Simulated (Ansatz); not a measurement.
Sr2ZnMoO6 (space group I4/m)

```cif
data_MoO6Sr2Zn
_chemical_formula_sum 'Sr2 Zn1 Mo1 O6'
_space_group_name_H-M_alt 'P 1'
_space_group_IT_number 1
_cell_length_a 5.61659
_cell_length_b 5.61659
_cell_length_c 5.61659
_cell_angle_alpha 120.641
_cell_angle_beta 120.641
_cell_angle_gamma 88.894
loop_
_space_group_symop_operation_xyz
  'x, y, z'
loop_
_atom_site_label
_atom_site_type_symbol
_atom_site_fract_x
_atom_site_fract_y
_atom_site_fract_z
_atom_site_occupancy
Sr1 Sr 0.25000 0.75000 0.50000 1
Sr2 Sr 0.75000 0.25000 0.50000 1
Zn1 Zn 0.50000 0.50000 0.00000 1
Mo1 Mo 0.00000 0.00000 0.00000 1
O1 O 0.28115 0.19793 0.47908 1
O2 O 0.71885 0.80207 0.52092 1
O3 O 0.19793 0.71885 0.91678 1
O4 O 0.80207 0.28115 0.08322 1
O5 O 0.23926 0.23926 0.00000 1
O6 O 0.76074 0.76074 0.00000 1
```

Equation-of-state scan: isotropic scaling of the cell above, V₀ being its volume. The atoms relax within the cell's symmetry.

Calculation: r2SCAN (plane waves to 500 eV, PAW, scalar-relativistic; Ansatz, a quantum-chemistry and plane-wave program). k mesh 8×8×8 (Γ-centred), Fermi-Dirac smearing 0.05 eV. E stands for the smeared free energy. With the shape held, the modulus is that of even scaling; a crystal free to change shape is softer. Sr2ZnMoO6 is run without spin polarisation. Sr2ZnMoO6 was relaxed with its symmetry unable to fall. ΔE is measured from the relaxed starting cell.

| V (Å³/atom) | ΔE (meV/atom) |
|---|---|
| 11.164 | 70.9 |
| 11.412 | 43.5 |
| 11.661 | 23.5 |
| 11.909 | 10.0 |
| 12.157 | 2.4 |
| 12.405 | 0.0 |
| 12.653 | 2.2 |
| 12.901 | 8.6 |
| 13.149 | 18.6 |
| 13.397 | 32.0 |
| 13.645 | 48.2 |

What is the fitted pressure derivative B₀′?

4.8.

What bulk modulus at fixed cell shape B₀ follows from a third-order Birch-Murnaghan fit?

149 GPa. Check by three points about V = 12.405 Å³/atom, step 0.248: d²E/dV² ≈ (2.4 − 2·0.0 + 2.2) meV / 0.248² = 0.0747 eV/Å⁶, and V·d²E/dV² × 160.2 = 149 GPa.

(A scan under strain: stresses follow from slopes of the energy per volume, elastic moduli from its curvatures.)
